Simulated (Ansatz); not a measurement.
Simulated powder pattern, Cu Kα, λ = 1.54184 Å (kinematic, ideal powder, no thermal factors, no anomalous dispersion; the 30 strongest lines at most, above 1 %, up to 2θ = 90°):

```
2θ (°)  I/Imax (%)
------  ----------
22.73           23
32.36          100
32.42           88
36.31           56
36.36           80
46.42           13
46.46           23
52.29           18
55.09           12
57.76           72
57.86           19
60.32          1.2
60.35          3.3
62.98          1.9
67.78           36
67.87           19
70.14           14
70.26           16
72.48           17
77.21          5.5
81.74          9.7
83.90           12
```

The pattern belongs to a structure relaxed with PBEsol (plane waves, PAW; program Ansatz).

Problem. Pick the material that matches.
A) BP, P4_2/mnm (B on 4f, P on 4g)
B) TiP, CsCl type
C) InP, P3_221 (In on 3a, P on 3b)
D) BN, zinc blende

Solution. A, BP, P4_2/mnm (B on 4f, P on 4g)

Problem. Give the lattice parameters.

Solution. a = 5.532 Å, c = 3.187 Å.

The start of the workflow was typed in or built on a structure type; neither database checked (COD, Materials Project) lists it. It is not the phase usual at ambient conditions (space group No. 216). The PBEsol relaxation kept the symmetry of its start; whether a distortion lowers the energy is not shown.

Potentials: the earlier of the program's two PAW sets. The files were generated under PBE; for other functionals the program regenerates the frozen cores, and for LDA and PBEsol the local potential too.
